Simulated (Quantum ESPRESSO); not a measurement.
Mo4S6Se2, finding a planted mistake in a log

Simulated, not a measurement. The program is pw.x of Quantum ESPRESSO 7.5 (plane-wave density functional theory). The cell is made up: 12 atoms on a layered 2H lattice, with randomly drawn elements, strain and displacements, not relaxed. PseudoDojo standard norm-conserving files (v0.5 for PBE, v0.4.1 for LDA and PBEsol) set the functional; there is no spin polarisation, spin-orbit coupling or dispersion term, and the masses in the input are unused placeholders.

Intended input:

```
&control calculation='scf', pseudo_dir='./dojo.nc.sr.pbe.v0_5.standard.upf', outdir='./o', disk_io='medium', tprnfor=.true., tstress=.true. /
&system ibrav=0, nat=12, ntyp=3, nbnd=68, ecutwfc=85.99341389, nosym=.true., tot_charge=0,
 occupations='smearing', smearing='fd', degauss=0.0018374661
/
&electrons conv_thr=7.350e-09, electron_maxstep=60, /
ATOMIC_SPECIES
Mo 1.0 Mo.upf
S 1.0 S.upf
Se 1.0 Se.upf
CELL_PARAMETERS angstrom
3.2281 -0.049 -0.0012
-0.0848 5.592 -0.0565
-0.0046 -0.1297 12.7686
ATOMIC_POSITIONS angstrom
Mo -0.0383 1.8023 3.1546
Mo 1.7487 0.8923 9.4737
Mo 1.5326 4.6179 3.1302
Mo 0.0362 3.6646 9.512
S -0.0646 1.7938 7.9572
S -0.0007 1.8058 11.0971
Se 1.4779 0.9441 1.6038
S 1.6672 0.7652 4.8849
S 1.4083 4.5956 7.9021
Se 1.5195 4.4803 11.021
S 0.0578 3.7298 1.6848
S -0.1003 3.5997 4.6835
K_POINTS automatic
7 4 2 1 1 1
```

The log is shortened where brackets say so; the opening notice, blank lines, dates and the lines on written files are dropped, and the path of the files is cut. It prints rydbergs, bohrs and kilobars, and counts compression as positive stress.

Log of the intended run:

```
     Program PWSCF v.7.5
     Parallel version (MPI & OpenMP), running on       1 processor cores
     Number of MPI processes:                 1
     Threads/MPI process:                     1
     [start-up lines left out]
     bravais-lattice index     =            0
     lattice parameter (alat)  =       6.1009  a.u.
     unit-cell volume          =    1554.9247 (a.u.)^3
     number of atoms/cell      =           12
     number of atomic types    =            3
     number of electrons       =       124.00
     number of Kohn-Sham states=           68
     kinetic-energy cutoff     =      85.9934  Ry
     charge density cutoff     =     343.9737  Ry
     scf convergence threshold =      7.3E-09
     mixing beta               =       0.7000
     number of iterations used =            8  plain     mixing
     Exchange-correlation= PBE
                           (   1   4   3   4   0   0   0)
     [axes and pseudopotential details left out]
   Cartesian axes
     site n.     atom                  positions (alat units)
         1        Mo     tau(   1) = (  -0.0118632   0.5582517   0.9771186  )
         2        Mo     tau(   2) = (   0.5416494   0.2763846   2.9344221  )
         3        Mo     tau(   3) = (   0.4747137   1.4303670   0.9695608  )
         4        Mo     tau(   4) = (   0.0112127   1.1350880   2.9462853  )
         5        S      tau(   5) = (  -0.0200095   0.5556189   2.4646953  )
         6        S      tau(   6) = (  -0.0002168   0.5593358   3.4372606  )
         7        Se     tau(   7) = (   0.4577707   0.2924294   0.4967675  )
         8        S      tau(   8) = (   0.5164053   0.2370161   1.5130687  )
         9        S      tau(   9) = (   0.4362125   1.4234597   2.4476284  )
        10        Se     tau(  10) = (   0.4706561   1.3877462   3.4136891  )
        11        S      tau(  11) = (   0.0179032   1.1552833   0.5218568  )
        12        S      tau(  12) = (  -0.0310673   1.1149856   1.4506862  )
     number of k points=    28  Fermi-Dirac smearing, width (Ry)=  0.0018
                       cart. coord. in units 2pi/alat
        k(    1) = (   0.0725826   0.0739144   0.0639881), wk =   0.0714286
        k(    2) = (   0.0725161   0.0726359  -0.0624472), wk =   0.0714286
     [further k points left out]
     Dense  grid:   167495 G-vectors     FFT dimensions: (  40,  64, 144)
     Estimated max dynamical RAM per process >     288.36 MB
     Initial potential from superposition of free atoms
     starting charge     123.9939, renormalised to     124.0000
     Starting wfcs are   82 randomized atomic wfcs
     total cpu time spent up to now is       32.9 secs
     per-process dynamical memory:   170.6 Mb
     Self-consistent Calculation
     iteration #  1     ecut=    85.99 Ry     beta= 0.70
     Davidson diagonalization with overlap
     ethr =  1.00E-02,  avg # of iterations =  2.0
     total cpu time spent up to now is      120.3 secs
     total energy              =   -1178.76751304 Ry
     estimated scf accuracy    <       1.72061938 Ry
     iteration #  2     ecut=    85.99 Ry     beta= 0.70
     Davidson diagonalization with overlap
     ethr =  1.39E-03,  avg # of iterations =  7.1
     total cpu time spent up to now is      245.6 secs
     total energy              =   -1176.42836168 Ry
     estimated scf accuracy    <      26.61897429 Ry
     [iterations 3 to 18 left out]
     iteration # 19     ecut=    85.99 Ry     beta= 0.70
     Davidson diagonalization with overlap
     ethr =  3.67E-11,  avg # of iterations =  4.4
     total cpu time spent up to now is     1432.7 secs
     total energy              =   -1179.80090881 Ry
     estimated scf accuracy    <       0.00000002 Ry
     iteration # 20     ecut=    85.99 Ry     beta= 0.70
     Davidson diagonalization with overlap
     ethr =  1.57E-11,  avg # of iterations =  3.0
     total cpu time spent up to now is     1498.7 secs
     End of self-consistent calculation
     [lines on levels left out]
!    total energy              =   -1179.80090882 Ry
     estimated scf accuracy    <          1.4E-09 Ry
     smearing contrib. (-TS)   =      -0.00000000 Ry
     internal energy E=F+TS    =   -1179.80090882 Ry
     The total energy is F=E-TS. E is the sum of the following terms:
     one-electron contribution =    -747.95454233 Ry
     hartree contribution      =     419.11836552 Ry
     xc contribution           =    -217.35273575 Ry
     ewald contribution        =    -633.61199626 Ry
     convergence has been achieved in  20 iterations
     Forces acting on atoms (cartesian axes, Ry/au):
     atom    1 type  1   force =    -0.02895920    0.02697378    0.14696440
     atom    2 type  1   force =    -0.12962504   -0.02886750    0.04311279
     atom    3 type  1   force =     0.05354012   -0.02400110    0.10389382
     atom    4 type  1   force =    -0.13851016   -0.06745798   -0.12240380
     atom    5 type  2   force =     0.07494413    0.02011807   -0.03072527
     atom    6 type  2   force =     0.03714602   -0.00373126   -0.01642088
     atom    7 type  3   force =     0.05311851   -0.04081456   -0.11217134
     atom    8 type  2   force =    -0.01896416    0.02840170   -0.07006370
     atom    9 type  2   force =     0.07238705    0.00133854   -0.00397066
     atom   10 type  3   force =     0.08347168    0.07779853    0.13147901
     atom   11 type  2   force =    -0.06865345   -0.02802922   -0.06788412
     atom   12 type  2   force =     0.01010450    0.03827100   -0.00181027
     Total force =     0.417887     Total SCF correction =     0.000163
     Computing stress (Cartesian axis) and pressure
          total   stress  (Ry/bohr**3)                   (kbar)     P=       48.86
   0.00030661   0.00025657  -0.00004739           45.10       37.74       -6.97
   0.00025657   0.00013367   0.00035771           37.74       19.66       52.62
  -0.00004739   0.00035771   0.00055614           -6.97       52.62       81.81
     init_run     :     31.20s CPU     32.71s WALL (       1 calls)
     electrons    :   1440.05s CPU   1465.86s WALL (       1 calls)
     forces       :     10.65s CPU     10.78s WALL (       1 calls)
     stress       :     43.96s CPU     45.35s WALL (       1 calls)
     [timing details left out]
     PWSCF        :  25m26.19s CPU  25m55.58s WALL
     JOB DONE.
```

A second run was made from an input with one planted mistake. Its log:

```
     Program PWSCF v.7.5
     Parallel version (MPI & OpenMP), running on       4 processor cores
     Number of MPI processes:                 4
     Threads/MPI process:                     1
     [start-up lines left out]
     bravais-lattice index     =            0
     lattice parameter (alat)  =       6.1009  a.u.
     unit-cell volume          =    1554.9247 (a.u.)^3
     number of atoms/cell      =           12
     number of atomic types    =            3
     number of electrons       =       123.00
     number of Kohn-Sham states=           68
     kinetic-energy cutoff     =      85.9934  Ry
     charge density cutoff     =     343.9737  Ry
     scf convergence threshold =      7.3E-09
     mixing beta               =       0.7000
     number of iterations used =            8  plain     mixing
     Exchange-correlation= PBE
                           (   1   4   3   4   0   0   0)
     [axes and pseudopotential details left out]
   Cartesian axes
     site n.     atom                  positions (alat units)
         1        Mo     tau(   1) = (  -0.0118632   0.5582517   0.9771186  )
         2        Mo     tau(   2) = (   0.5416494   0.2763846   2.9344221  )
         3        Mo     tau(   3) = (   0.4747137   1.4303670   0.9695608  )
         4        Mo     tau(   4) = (   0.0112127   1.1350880   2.9462853  )
         5        S      tau(   5) = (  -0.0200095   0.5556189   2.4646953  )
         6        S      tau(   6) = (  -0.0002168   0.5593358   3.4372606  )
         7        Se     tau(   7) = (   0.4577707   0.2924294   0.4967675  )
         8        S      tau(   8) = (   0.5164053   0.2370161   1.5130687  )
         9        S      tau(   9) = (   0.4362125   1.4234597   2.4476284  )
        10        Se     tau(  10) = (   0.4706561   1.3877462   3.4136891  )
        11        S      tau(  11) = (   0.0179032   1.1552833   0.5218568  )
        12        S      tau(  12) = (  -0.0310673   1.1149856   1.4506862  )
     number of k points=    28  Fermi-Dirac smearing, width (Ry)=  0.0018
                       cart. coord. in units 2pi/alat
        k(    1) = (   0.0725826   0.0739144   0.0639881), wk =   0.0714286
        k(    2) = (   0.0725161   0.0726359  -0.0624472), wk =   0.0714286
     [further k points left out]
     Dense  grid:   167495 G-vectors     FFT dimensions: (  40,  64, 144)
     Estimated max dynamical RAM per process >     440.44 MB
     Estimated total dynamical RAM >       1.60 GB
     Initial potential from superposition of free atoms
     starting charge     123.9939, renormalised to     123.0000
     Starting wfcs are   82 randomized atomic wfcs
     total cpu time spent up to now is        6.0 secs
     per-process dynamical memory:   325.3 Mb
     Self-consistent Calculation
     iteration #  1     ecut=    85.99 Ry     beta= 0.70
     Davidson diagonalization with overlap
     ethr =  1.00E-02,  avg # of iterations =  2.0
     Threshold (ethr) on eigenvalues was too large:
     Diagonalizing with lowered threshold
     Davidson diagonalization with overlap
     ethr =  9.72E-04,  avg # of iterations =  2.0
     total cpu time spent up to now is       26.9 secs
     total energy              =   -1179.91044233 Ry
     estimated scf accuracy    <       1.26096501 Ry
     iteration #  2     ecut=    85.99 Ry     beta= 0.70
     Davidson diagonalization with overlap
     ethr =  1.03E-03,  avg # of iterations =  8.8
     total cpu time spent up to now is       45.5 secs
     total energy              =   -1177.31276721 Ry
     estimated scf accuracy    <      29.03770413 Ry
     [iterations 3 to 21 left out]
     iteration # 22     ecut=    85.99 Ry     beta= 0.70
     Davidson diagonalization with overlap
     ethr =  1.13E-11,  avg # of iterations =  5.0
     total cpu time spent up to now is      274.3 secs
     total energy              =   -1180.56111814 Ry
     estimated scf accuracy    <       0.00000001 Ry
     iteration # 23     ecut=    85.99 Ry     beta= 0.70
     Davidson diagonalization with overlap
     ethr =  8.26E-12,  avg # of iterations =  2.0
     total cpu time spent up to now is      284.0 secs
     End of self-consistent calculation
     [lines on levels left out]
!    total energy              =   -1180.56111814 Ry
     estimated scf accuracy    <          4.6E-09 Ry
     smearing contrib. (-TS)   =      -0.00105623 Ry
     internal energy E=F+TS    =   -1180.56006190 Ry
     The total energy is F=E-TS. E is the sum of the following terms:
     one-electron contribution =    -748.64637177 Ry
     hartree contribution      =     418.11633669 Ry
     xc contribution           =    -216.41803056 Ry
     ewald contribution        =    -633.61199626 Ry
     convergence has been achieved in  23 iterations
     Forces acting on atoms (cartesian axes, Ry/au):
     atom    1 type  1   force =    -0.02526166    0.02340598    0.13424937
     atom    2 type  1   force =    -0.12331234   -0.02502672    0.03237395
     atom    3 type  1   force =     0.05058351   -0.02349234    0.09494528
     atom    4 type  1   force =    -0.13696502   -0.06694367   -0.11660483
     atom    5 type  2   force =     0.07033877    0.01751951   -0.02464128
     atom    6 type  2   force =     0.03629466   -0.00483246   -0.01642707
     atom    7 type  3   force =     0.05086941   -0.03718549   -0.10455889
     atom    8 type  2   force =    -0.01959901    0.02686989   -0.06799953
     atom    9 type  2   force =     0.07115754    0.00361303   -0.00236437
     atom   10 type  3   force =     0.08192710    0.07512394    0.12867224
     atom   11 type  2   force =    -0.06620033   -0.02430732   -0.05538540
     atom   12 type  2   force =     0.01016737    0.03525564   -0.00225947
     Total force =     0.395656     Total SCF correction =     0.000324
     Computing stress (Cartesian axis) and pressure
          total   stress  (Ry/bohr**3)                   (kbar)     P=      -62.79
  -0.00038654   0.00025511  -0.00004351          -56.86       37.53       -6.40
   0.00025511  -0.00055597   0.00032611           37.53      -81.79       47.97
  -0.00004351   0.00032611  -0.00033796           -6.40       47.97      -49.72
     init_run     :      5.71s CPU      5.92s WALL (       1 calls)
     electrons    :    272.21s CPU    278.00s WALL (       1 calls)
     forces       :      2.11s CPU      2.15s WALL (       1 calls)
     stress       :      6.75s CPU      6.92s WALL (       1 calls)
     [timing details left out]
     PWSCF        :   4m46.92s CPU   4m53.22s WALL
     JOB DONE.
```

Question: what was wrong in the second input?

Answer: the cell has the wrong charge. The input lines that differ, file-writing options aside:

```
- &system ibrav=0, nat=12, ntyp=3, nbnd=68, ecutwfc=85.99341389, nosym=.true., tot_charge=0,
+ &system ibrav=0, nat=12, ntyp=3, nbnd=68, ecutwfc=85.99341389, nosym=.true., tot_charge=1,
```

```
                                            intended run  run with the mistake
                          free energy (eV)    -16052.009            -16062.352
                    smearing term -TS (eV)        0.0000               -0.0144
                            pressure (GPa)          4.89                 -6.28
            largest force component (eV/Å)         3.779                 3.522
largest change of a force component (eV/Å)                               0.327
                                iterations            20                    23
```

For scale, a rerun of the intended cell at 1467 eV and a 9 x 6 x 4 mesh moved values by no more than 0.002 eV in energy, 0.02 GPa in stress and 0.002 eV/Å in force. The charged cell sits in a uniform background, so its energy and stress rest on the program's zero of potential.